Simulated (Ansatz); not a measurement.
HfB₂:
```
CELL_PARAMETERS angstrom
     -1.71240     1.71240     3.13524
      1.71240    -1.71240     3.13524
      1.71240     1.71240    -3.13524
ATOMIC_POSITIONS crystal
  Hf 0.00000 0.00000 0.00000
  B  0.37605 0.37605 0.00000
  B  0.62395 0.62395 0.00000
```

Relaxed with PBE. Special points in fractions of this cell's reciprocal vectors: Γ (0.000, 0.000, 0.000); X (0.000, 0.000, 0.500); P (0.250, 0.250, 0.250); N (0.000, 0.500, 0.000); M (0.500, 0.500, -0.500); S (0.325, 0.675, -0.325); S0 (-0.325, 0.325, 0.325); R (-0.149, 0.149, 0.500); G (0.500, 0.500, -0.149).

Q: List the band energies nearest the Fermi level at these points for PBE in the plane-wave PAW code Ansatz.

A: In eV from the Fermi level; about four levels below and three above (degenerate sets whole), none deeper than 8.9 eV; points with the same levels are listed once.

| k | below | above |
|---|---|---|
| Γ | -4.15 -0.23 -0.23 | 0.08 0.85 1.26 1.26 |
| X | -3.18 -2.13 -1.76 -0.62 | 2.26 5.74 5.83 |
| P | -8.85 -3.70 -3.40 -3.40 | 0.46 0.78 0.78 |
| N | -6.49 -3.09 -2.38 -1.27 | 2.75 3.53 4.92 |
| M | -5.77 -0.98 -0.58 -0.58 | 0.25 3.82 4.02 4.02 |
| S | -5.18 -4.84 -2.11 -0.83 | 3.20 3.62 4.18 |
| R | -4.42 -3.33 -2.77 -1.23 | 0.39 2.58 5.01 |

Space group I4/mmm (MoSi2 or CaC2 type). The cell is a constructed one: a structure type filled with these elements; neither database checked (COD, Materials Project) lists it. COD files the formula under space group No. 191, so this cell is another polymorph or a model. Its standing as an ambient phase is unchecked. The PBE relaxation kept the symmetry of its start; whether a distortion lowers the energy is not shown. The run is not spin-polarised. Scalar-relativistic: spin–orbit coupling is off unless named, which matters more the heavier the elements.

Potentials: the earlier of the program's two PAW sets.
